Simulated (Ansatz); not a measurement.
SiB2Mo5 in space group I4/mcm (No. 140; Mo on 16l, Mo on 4c, B on 8h, Si on 4a) at seven volumes, LDA (plane waves, PAW; program Ansatz), shape and atoms relaxed at each. One row is withheld.

```json
[
 {"V (Å³/atom)": "11.088", "P (GPa)": "34.77"},
 {"V (Å³/atom)": "11.454", "P (GPa)": "21.27"},
 {"V (Å³/atom)": "11.819", "P (GPa)": "9.78"},
 {"V (Å³/atom)": "12.185", "P (GPa)": "0.01"},
 {"V (Å³/atom)": "12.551", "P (GPa)": "?"},
 {"V (Å³/atom)": "12.916", "P (GPa)": "-15.28"},
 {"V (Å³/atom)": "13.282", "P (GPa)": "-21.14"}
]
```

Question: Fit the shown pressures and predict the withheld one.

Answer: P = (3/2)B₀(x^(7/2) − x^(5/2))[1 + (3/4)(B′ − 4)(x − 1)] with x = (V₀/V)^(2/3). Least squares on the six rows gives V₀ = 12.186 Å³/atom, B₀ = 298 GPa, B′ = 4.47. At V = 12.551, x = 0.9805 and P = -8.23 GPa. The run itself gave -8.29 GPa.

The workflow started from an entry of the Crystallography Open Database (COD). Whether it is the stable phase at ambient conditions was not checked. The cell was relaxed with LDA under the symmetry of its start; whether a distortion lowers the energy is not shown. No spin polarisation was allowed.

Potentials: the later of the program's two PAW sets.
